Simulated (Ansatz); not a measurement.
KI:
```
KI
1.0
    0.00000     3.54587     3.54587
    3.54587     0.00000     3.54587
    3.54587     3.54587     0.00000
K I
1 1
Direct
  0.00000   0.00000   0.00000
  0.50000   0.50000   0.50000
```

Relaxed with r²SCAN. The program Ansatz at the r²SCAN level (PAW) gives a gap of 4.58 eV.

Q: What gap does HSE06 give on the same cell (Ansatz, PAW)?

A: 4.94 eV, 0.35 eV more. The hybrid was solved on a coarser mesh and at special points; its gap is the smallest among all of these.

```csv
k,v1 r²SCAN,c1 r²SCAN,v1 HSE06,c1 HSE06
Γ,0.00,4.58,0.00,4.94
X,-0.37,5.40,___,___
L,-0.33,6.02,___,___
W,-0.58,6.97,___,___
K,-0.38,6.11,___,___
```

Q: Top valence (v1) and lowest conduction level (c1) in eV from each method's valence maximum (which need not be a listed point): supply the withheld HSE06 values.

A: 
- L, v1 HSE06: -0.34
- L, c1 HSE06: 6.48
- W, v1 HSE06: -0.61
- W, c1 HSE06: 7.53
- K, v1 HSE06: -0.40
- K, c1 HSE06: 6.64
- X, v1 HSE06: -0.39
- X, c1 HSE06: 5.95

Cost on shared cores: the r²SCAN run (SCF on a 7×7×7 mesh, then bands and DOS) about 15 core-seconds (a rough figure), the HSE06 run (SCF on 5×5×5, then a few points) roughly 90 core-seconds; the tasks are unlike.

Space group Fm-3m (rock salt). Symmetry was held in the r²SCAN relaxation; of distortions, only those at the zone centre were tested. Scalar-relativistic: spin–orbit coupling is off unless named, which matters more the heavier the elements.

Potentials: the later of the program's two PAW sets.
